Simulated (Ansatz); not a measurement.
NbC$_{2}$ (MoSi2 or CaC2 type, I4/mmm) at seven volumes, the program Ansatz at the r²SCAN level (PAW), shape and atoms relaxed at each. One row is withheld.

```json
[
 {"V (Å³/atom)": "9.144", "P (GPa)": "26.94"},
 {"V (Å³/atom)": "9.446", "P (GPa)": "16.36"},
 {"V (Å³/atom)": "9.747", "P (GPa)": "7.43"},
 {"V (Å³/atom)": "10.048", "P (GPa)": "0.00"},
 {"V (Å³/atom)": "10.350", "P (GPa)": "-6.21"},
 {"V (Å³/atom)": "10.651", "P (GPa)": "-11.34"},
 {"V (Å³/atom)": "10.953", "P (GPa)": "?"}
]
```

Question: Fit the shown pressures and predict the withheld one.

Answer: P = (3/2)B₀(x^(7/2) − x^(5/2))[1 + (3/4)(B′ − 4)(x − 1)] with x = (V₀/V)^(2/3). Least squares on the six rows gives V₀ = 10.049 Å³/atom, B₀ = 226 GPa, B′ = 4.98. At V = 10.953, x = 0.9442 and P = -15.72 GPa. The run itself gave -15.58 GPa.

The start of the workflow was typed in or built on a structure type; neither database checked (COD, Materials Project) lists it. Its standing as an ambient phase is unchecked. The r²SCAN relaxation kept the symmetry of its start; whether a distortion lowers the energy is not shown. The run is not spin-polarised. The volume moved by -28 % from the start of the relaxation. Its formation energy is positive at this level, so the cell may be metastable or incomplete.

Potentials: the earlier of the program's two PAW sets.
